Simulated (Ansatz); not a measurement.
LiBr (rock salt)

Space group Fm-3m (No. 225); a = b = c = 5.5111 Å, α = β = γ = 90.00°

```csv
atom,site,symmetry,x,y,z
Br,4a,m-3m,0.0000,0.0000,0.0000
Li,4b,m-3m,0.5000,0.5000,0.5000
```
(The calculation used a cell of 2 atoms; values per cell refer to that cell.)

Grid over V/V₀ and (c/a)/(c/a)₀, subscript 0 meaning the relaxed cell; the conventional c axis lies along z; no internal relaxation.

Computed with PBE (plane waves to 420 eV, PAW, scalar-relativistic; Ansatz, an electronic-structure program). k mesh 10×10×10 (Γ-centred), Fermi-Dirac smearing 0.05 eV. E stands for the smeared free energy. LiBr was relaxed with its symmetry unable to fall. ΔE is measured from the relaxed starting cell.

Task: Estimate the ΔE (meV/atom) for all points of the grid V/V₀ = 0.960, 0.980, 1.000, 1.020, 1.040 by (c/a)/(c/a)₀ = 0.920, 0.960, 1.000, 1.040, 1.080.

Result: ΔE (meV/atom), with V/V₀ across and (c/a)/(c/a)₀ down:

```tsv
(c/a)/(c/a)₀ \ V/V₀	0.960	0.980	1.000	1.020	1.040
0.920	13.2	9.9	8.2	7.9	8.9
0.960	5.2	2.8	1.9	2.3	3.9
1.000	2.9	0.7	0.0	0.7	2.5
1.040	4.9	2.5	1.6	2.0	3.7
1.080	10.5	7.4	5.9	5.8	7.0
```

(A scan under strain: stresses follow from slopes of the energy per volume, elastic moduli from its curvatures.)
